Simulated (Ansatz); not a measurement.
The start is a relaxed MoS2 cell, doubled along one cell vector, shaken by Gaussian noise of σ = 0.08 Å a coordinate. The structure is fully relaxed (lattice and positions, P = 0) with PBE (plane waves to 420 eV, PAW, scalar-relativistic; Ansatz, a quantum-chemistry and plane-wave program). First-step values are on the input's coarse k-mesh.

Ansatz input (later rounds restart from its end on a renewed k-mesh):
Ansatz 0.2 input:
```yaml
crystal:
  lattice:
    - [0, 3.5420617651, 3.5420617651]
    - [3.5420617651, 0, 3.5420617651]
    - [7.0841235302, 7.0841235302, 0]
  atoms:
    - { symbol: S, position: [0.6314915506, 0.6262144499, 0.3046425212] }
    - { symbol: S, position: [0.5993908454, 0.6622313643, 0.8178367106] }
    - { symbol: S, position: [0.1069951483, 0.6092740198, 0.3241953677] }
    - { symbol: S, position: [0.1551721614, 0.6265191389, 0.8135075229] }
    - { symbol: S, position: [0.6324715338, 0.1417741062, 0.3277530655] }
    - { symbol: S, position: [0.6067814868, 0.1401193106, 0.8069246011] }
    - { symbol: S, position: [0.6744901943, 0.5854621836, 0.0534585651] }
    - { symbol: S, position: [0.6187376567, 0.6338786256, 0.5589920084] }
    - { symbol: Mo, position: [0.2575591513, 0.2417430202, 0.1211184823] }
    - { symbol: Mo, position: [0.2337284453, 0.2472570549, 0.646637179] }
    - { symbol: Mo, position: [-0.01558002, -0.0164968781, 0.0214332723] }
    - { symbol: Mo, position: [-0.0090705857, -0.0163705817, 0.4991432972] }
basis: { ecutwfc: 420, ecutrho_ratio: 4, xc_grid: 2, fft_grid_basis: typed }
kpoints: { mp_grid: { grid: [6, 6, 3] } }
hamiltonian:
  xc: pbe
  dispersion: none
  pseudopotentials: { azcp: { folder: ./paw }, kind: paw }
scf: { occupations: { method: fermi_dirac, width: 0.05 } }
relax: { f_tol: 0.01, max_steps: 100, cell: { stress_tol: 0.02 } }
output: { forces: true, stress: true }
```

- Largest initial force = about 2.0 eV/Å, on S1 (atoms numbered as listed)
- Energy released = 1.69 eV/atom
- Relative to the parent = It does not go back: it reaches P1 (No. 1), 1.76 eV/atom below the parent
- Band gap at the end = zero (metallic)
- Optimiser moves = 92

Relaxed structure:

```xyz
12
Lattice="5.7970 0.0000 0.0000 -1.2478 6.6245 0.0000 -2.5614 -2.0175 6.5518" Properties=species:S:1:pos:R:3 pbc="T T T"
S     -1.7017     1.4759     5.9653
S      2.1068     0.3075     0.6025
S      1.2192     2.7000     3.9617
S      2.4086    -0.4504     3.5547
S     -1.6356     4.2853     3.7215
S      3.7257     4.4629     0.6831
S      2.1930    -1.1272     5.5996
S     -0.7206     0.9961     2.5129
Mo    -0.4676     3.4243     5.5708
Mo    -0.7443     5.8802     2.0756
Mo    -3.2136     3.6825     5.8241
Mo     3.4124     1.9898     3.8535
```

Final values are on a 9×8×7 k-mesh of the relaxed cell. The relaxed cell holds bonded S–S pairs (2.16 Å). No spin polarisation in the result.

The relaxed structure here is a generated cell of MoS2: the first start was made by placing the elements on the sites of a structure type, and the end was not matched to a known phase here, so it may be hypothetical. Known forms of MoS2 include space group No. 160, 194.
